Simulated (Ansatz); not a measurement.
Starting cell, CdSe (zinc blende):

```yaml
crystal:
  lattice:
    - [0.00000, 3.04091, 3.04091]
    - [3.04091, 0.00000, 3.04091]
    - [3.04091, 3.04091, 0.00000]
  atoms:
    - { symbol: Se, position: [0.75000, 0.75000, 0.75000] }
    - { symbol: Cd, position: [0.00000, 0.00000, 0.00000] }
```

In this cell atom 2 (Cd, nearest neighbour Se at 2.634 Å; its periodic images, 4.3 Å or more away, move with it) is moved by s along Cartesian z, unit vector (0.000, 0.000, 1.000); all other atoms and the cell stay fixed.

Computed with PBEsol (plane waves to 420 eV, PAW, scalar-relativistic; Ansatz, an electronic-structure program). k mesh 8×8×8 (Γ-centred), Fermi-Dirac smearing 0.05 eV. Energies are smeared free energies. Stress and pressure are positive under compression. CdSe was relaxed with its symmetry unable to fall. ΔE is measured from the undisplaced structure.

```json
[
 {"s (Å)": "-0.790", "P (GPa)": "10.1", "ΔE (meV/cell)": "1251"},
 {"s (Å)": "-0.632", "P (GPa)": "7.0", "ΔE (meV/cell)": "849"},
 {"s (Å)": "-0.474", "P (GPa)": "4.2", "ΔE (meV/cell)": "___"},
 {"s (Å)": "-0.316", "P (GPa)": "___", "ΔE (meV/cell)": "230"},
 {"s (Å)": "-0.158", "P (GPa)": "0.5", "ΔE (meV/cell)": "___"},
 {"s (Å)": "0.000", "P (GPa)": "0.0", "ΔE (meV/cell)": "0"},
 {"s (Å)": "0.158", "P (GPa)": "0.5", "ΔE (meV/cell)": "___"},
 {"s (Å)": "0.316", "P (GPa)": "___", "ΔE (meV/cell)": "230"},
 {"s (Å)": "0.474", "P (GPa)": "4.2", "ΔE (meV/cell)": "___"},
 {"s (Å)": "0.632", "P (GPa)": "7.0", "ΔE (meV/cell)": "849"},
 {"s (Å)": "0.790", "P (GPa)": "10.1", "ΔE (meV/cell)": "1251"}
]
```

Question: Fill in the missing entries.

Answer: 
- -0.474, ΔE (meV/cell): 500
- -0.316, P (GPa): 1.9
- -0.158, ΔE (meV/cell): 59
- 0.158, ΔE (meV/cell): 59
- 0.316, P (GPa): 1.9
- 0.474, ΔE (meV/cell): 500

(A displaced cell: forces are minus the slopes of the energy, force constants its curvatures, and phonons follow from these.)
